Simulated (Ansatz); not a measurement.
SiNi:
```yaml
crystal:
  lattice:
    - [4.46769, 0.00000, 0.00000]
    - [0.00000, 4.46769, 0.00000]
    - [0.00000, 0.00000, 4.46769]
  atoms:
    - { symbol: Si, position: [0.65353, 0.15353, 0.34647] }
    - { symbol: Si, position: [0.84647, 0.84647, 0.84647] }
    - { symbol: Si, position: [0.15353, 0.34647, 0.65353] }
    - { symbol: Si, position: [0.34647, 0.65353, 0.15353] }
    - { symbol: Ni, position: [0.35106, 0.85106, 0.64894] }
    - { symbol: Ni, position: [0.14894, 0.14894, 0.14894] }
    - { symbol: Ni, position: [0.85106, 0.64894, 0.35106] }
    - { symbol: Ni, position: [0.64894, 0.35106, 0.85106] }
```

Relaxed with PBEsol. Special points in fractions of this cell's reciprocal vectors: Γ (0.000, 0.000, 0.000); X (0.000, 0.500, 0.000); M (0.500, 0.500, 0.000); R (0.500, 0.500, 0.500); X1 (0.500, 0.000, 0.000).

### Question
List the band energies nearest the Fermi level at these points for the program Ansatz at the PBEsol level (PAW).

### Answer
In eV from the Fermi level; about four levels below and three above (degenerate sets whole), none deeper than 8.9 eV; points with the same levels are listed once.

| k | below | above |
|---|---|---|
| Γ | -2.30 -2.30 -1.64 -1.64 -1.64 | 1.06 1.06 1.06 |
| X | -0.61 -0.61 -0.16 -0.16 | 2.83 2.83 2.94 2.94 |
| M | -1.56 -1.56 -0.97 -0.97 | 0.39 0.39 0.90 0.90 |
| R | -1.80 -1.80 -1.80 -1.80 | 4.29 4.29 4.29 4.29 |

Space group P2_13. The workflow started from a Materials Project entry (that database holds measured and hypothetical structures alike); the Crystallography Open Database copy checked does not list it. It is not the phase usual at ambient conditions (space group No. 62). The PBEsol relaxation kept the symmetry of its start; of distortions, only those at the zone centre were tested. The run is not spin-polarised.

Potentials: the later of the program's two PAW sets.
